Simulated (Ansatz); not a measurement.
ZrRh3: why energy differences converge before total energies

Method: DFT PBEsol, scalar-relativistic, plane waves, PAW in Ansatz.

```
CELL_PARAMETERS angstrom
3.92000 0.00000 0.00000
0.00000 3.92000 0.00000
0.00000 0.00000 3.92000
ATOMIC_POSITIONS crystal
Zr 0.00000 0.00000 0.00000
Rh 0.00000 0.50000 0.50000
Rh 0.50000 0.00000 0.50000
Rh 0.50000 0.50000 0.00000
```

```
Γ-centred k-mesh : 12×12×12
occupation rule  : Gaussian smearing, 0.1 eV
spin treatment   : unpolarised
```

A second cell has all atoms moved and the lattice slightly strained:

```yaml
crystal:
  lattice:
    - [3.95753, 0.00085, 0.01664]
    - [0.00085, 3.91933, -0.00737]
    - [0.01664, -0.00737, 3.88572]
  atoms:
    - { symbol: Zr, position: [0.98937, 0.98605, 0.99108] }
    - { symbol: Rh, position: [0.99928, 0.49378, 0.49224] }
    - { symbol: Rh, position: [0.49495, 0.00046, 0.48517] }
    - { symbol: Rh, position: [0.50740, 0.49215, 0.98324] }
```

It ran on a 8×8×8 mesh, another than the first cell's, which shifts the difference by nearly the same amount at every cutoff. Both were run at several values of the cutoff; energies per atom at zero smearing, errors against the largest value (420 eV), which isn't proved converged itself.

```tsv
cutoff	error, first cell (meV)	error, second cell (meV)
250 eV	1193.19	1197.25
300 eV	130.65	131.72
350 eV	10.97	10.99
```

Question: At the largest value the second cell lies 11.39 meV/atom above the first. What is the error of that difference at each value, and where does each quantity come within 1 meV/atom?

Answer: The error of the difference is the second cell's error less the first's:
| cutoff | difference (meV) | its error (meV) |
| --- | --- | --- |
| 250 eV | 15.45 | 4.06 |
| 300 eV | 12.46 | 1.07 |
| 350 eV | 11.40 | 0.01 |

No value below the largest brings the first cell's total energy within 1 meV/atom, while the difference is there from 350 eV on. Most of the error cancels, by a factor of about 294 in the median. A missing short wave mostly misdescribes the region near each nucleus, which both cells share; what doesn't cancel comes largely from the change of volume and bonding.

1 further run of this set isn't shown.